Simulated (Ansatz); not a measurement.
Relaxed-ion elastic tensor of SiGe3 in space group P-4m2 (No. 115; Si on 1a, Ge on 2g, Ge on 1c) in GPa (Voigt order), plane-wave PAW PBEsol (Ansatz code); density 4.64 g/cm³, 22.01 Å³ per atom.

```
      1     2     3     4     5     6
-  ----  ----  ----  ----  ----  ----
1   154  22.4  48.6   0.0   0.0   0.0
2  22.4   154  48.6   0.0   0.0   0.0
3  48.6  48.6   126   0.0   0.0   0.0
4   0.0   0.0   0.0  64.8   0.0   0.0
5   0.0   0.0   0.0   0.0  64.8   0.0
6   0.0   0.0   0.0   0.0   0.0  39.7
```

Q: Is the crystal mechanically stable?

A: Yes: the smallest eigenvalue of C is 39.7 GPa.

Q: Work out the Voigt, Reuss and Hill averages.

A: K_V = 74.7, K_R = 74.7, K_H = 74.7; G_V = 54.8, G_R = 51.6, G_H = 53.2 GPa.

Q: Give Young's modulus, Poisson's ratio, Pugh's ratio and the universal anisotropy index.

A: E = 9KG/(3K + G) = 129 GPa; ν = 0.21; K/G = 1.40 (brittle by the Pugh limit of 1.75); A_U = 5G_V/G_R + K_V/K_R − 6 = 0.31.

Q: Estimate the sound speeds and the Debye temperature.

A: v_l = √((K + 4G/3)/ρ) = 5600 m/s, v_t = √(G/ρ) = 3390 m/s, mean 3740 m/s; Θ = (h/k)(3n/4πV)^(1/3) v_m = 398 K.

Q: How much does each axis shrink under pressure?

A: Linear compressibilities β_i = Σ_j S_ij (j = 1 to 3): x 4.4, y 4.4, z 4.5 per TPa.

The start of the workflow was typed in or built on a structure type; neither database checked (COD, Materials Project) lists it. Its standing as an ambient phase is unchecked. The cell was relaxed with PBEsol under the symmetry of its start; whether a distortion lowers the energy is not shown.

Potentials: the later of the program's two PAW sets.
